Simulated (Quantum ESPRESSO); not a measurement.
## In2WAu2Ag3 (a guest atom moved from site to site)

Simulated, not a measurement. The program is pw.x of Quantum ESPRESSO 7.5 (plane-wave density functional theory). The cell is made up: eight metal atoms on a face-centred cubic lattice, with elements, volume, strain and displacements drawn at random and not relaxed, so it may be unstable or far from any real phase. PseudoDojo standard norm-conserving files set the functional (PBE unless stated); there is no spin polarisation or spin-orbit coupling, the Fermi-Dirac width of 0.25 eV means electrons at about 2900 K, and the masses in the input are unused placeholders. Heavy elements are run without spin-orbit coupling, which real alloys of them have. A spin test at this wide smearing found no moment, but such smearing suppresses magnetism that the real alloy may have.

The runs move one W atom among sites that otherwise hold Ag. Cell, positions, cutoff, mesh and smearing stay as in the input of run 1; sites are counted in its order. Stress in the tables is positive in tension.

Input of run 1:

```
&control calculation='scf', pseudo_dir='./dojo.nc.sr.pbe.v0_5.standard.upf', outdir='./o', disk_io='medium', tprnfor=.true., tstress=.true. /
&system ibrav=0, nat=8, ntyp=4, nbnd=77, ecutwfc=82.02448710, nosym=.true., tot_charge=0,
 occupations='smearing', smearing='fd', degauss=0.0183746611
/
&electrons conv_thr=1.470e-08, electron_maxstep=70, mixing_beta=0.5 /
ATOMIC_SPECIES
Ag 1.0 Ag.upf
Au 1.0 Au.upf
In 1.0 In.upf
W 1.0 W.upf
CELL_PARAMETERS angstrom
-2.0672 -4.1344 -2.0672
-4.1344 2.0672 2.0672
0.0 4.1344 -4.1344
ATOMIC_POSITIONS angstrom
In -0.0499 0.1062 -0.0205
In -0.1021 2.0653 -2.0741
W -2.1068 2.0062 -0.0457
Au -1.8998 4.1327 -1.9679
Ag -2.0442 0.107 -2.0714
Au -1.9968 1.9661 -4.1301
Ag -4.1167 -0.0546 -0.0229
Ag -4.0189 2.0854 -2.055
K_POINTS automatic
5 5 4 1 1 1
```

| run | elements on sites 1 to 8 | free energy less that of run 1 (eV) | -TS (eV) | pressure (GPa) | stress xx (GPa) | stress yy (GPa) | stress zz (GPa) | stress yz (GPa) | stress xz (GPa) | stress xy (GPa) | iterations |
| --- | --- | --- | --- | --- | --- | --- | --- | --- | --- | --- | --- |
| 1 | In In W Au Ag Au Ag Ag | 0.000 | -1.025 | 10.04 | -8.76 | -10.33 | -11.05 | 0.96 | -1.30 | -0.69 | 12 |
| 2 | In In Ag Au W Au Ag Ag | -0.063 | -0.962 | 10.14 | -8.97 | -11.02 | -10.44 | 0.98 | -0.25 | -0.16 | 12 |
| 3 | In In Ag Au Ag Au W Ag | 0.219 | -1.018 | 9.21 | -7.01 | -10.73 | -9.90 | 2.17 | -0.18 | -0.46 | 12 |
| 4 | In In Ag Au Ag Au Ag W | -0.063 | -0.974 | 9.36 | -7.51 | -9.88 | -10.69 | 2.51 | -0.50 | 0.82 | 12 |

Forces Fx Fy Fz (eV/Å):

| site | run 1 | run 2 | run 3 | run 4 |
| --- | --- | --- | --- | --- |
| 1 | 0.65 -0.94 -0.17 | 0.31 -0.90 -0.05 | 0.50 -1.13 -0.19 | 0.70 -1.12 0.27 |
| 2 | 1.28 0.04 -0.19 | 1.30 0.46 0.01 | 1.53 0.34 -0.04 | 1.47 0.56 -0.32 |
| 3 | -0.06 0.91 1.33 | -0.23 0.48 0.85 | -0.03 0.46 0.83 | -0.16 0.38 0.81 |
| 4 | -1.38 0.10 -0.35 | -1.09 0.36 -0.05 | -1.55 0.17 -0.58 | -1.55 0.23 -0.15 |
| 5 | -0.24 -1.35 0.41 | -0.04 -1.67 0.07 | -0.10 -1.33 0.53 | 0.11 -1.22 0.43 |
| 6 | -0.37 1.12 -0.73 | -0.13 1.11 -0.56 | -0.04 1.51 -0.74 | -0.27 0.91 -0.09 |
| 7 | 0.43 0.20 -0.13 | 0.36 0.31 -0.18 | 0.09 -0.01 0.29 | 0.28 0.20 0.02 |
| 8 | -0.31 -0.09 -0.17 | -0.48 -0.16 -0.09 | -0.39 -0.01 -0.10 | -0.59 0.06 -0.97 |

The sites are displaced and not relaxed, so the energy differences mix bonding between neighbours with strain and are not ordering energies. A rerun of one cell of this series at a higher cutoff and on a denser mesh moved values by no more than 0.002 eV in energy, 0.11 GPa in stress and 0.009 eV/Å in force, and a second program with other atomic files agreed on that cell to 2 % rms in force and 0.5 GPa in pressure.